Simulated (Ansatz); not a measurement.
AlInN₂:
```yaml
crystal:
  lattice:
    - [3.33615, 0.00000, 0.00000]
    - [-1.66807, 2.88919, 0.00000]
    - [0.00000, 0.00000, 5.49983]
  atoms:
    - { symbol: In, position: [0.33333, 0.66667, 0.00706] }
    - { symbol: N, position: [0.33333, 0.66667, 0.40750] }
    - { symbol: Al, position: [0.66667, 0.33333, 0.50719] }
    - { symbol: N, position: [0.66667, 0.33333, 0.84825] }
```

DFT-PBE in the program Ansatz with PAW potentials gives a gap of 0.89 eV without spin–orbit coupling, maximum at Γ, minimum at Γ.

Task: What happens when spin–orbit coupling is switched on?

Result: The gap drops by 0.01 eV, to 0.88 eV; maximum at Γ, minimum at Γ.

Task: Give the electron effective mass with spin–orbit coupling.

Result: 0.13, 0.13, 0.15 mₑ (principal values).

Task: Give the hole effective mass with spin–orbit coupling.

Result: 0.33, 0.33, 4.5 mₑ (principal values).

Space group P3m1. The start of the workflow was typed in or built on a structure type; neither database checked (COD, Materials Project) lists it. Its standing as an ambient phase is unchecked. The PBE relaxation kept the symmetry of its start; whether a distortion lowers the energy is not shown.

Potentials: the earlier of the program's two PAW sets.
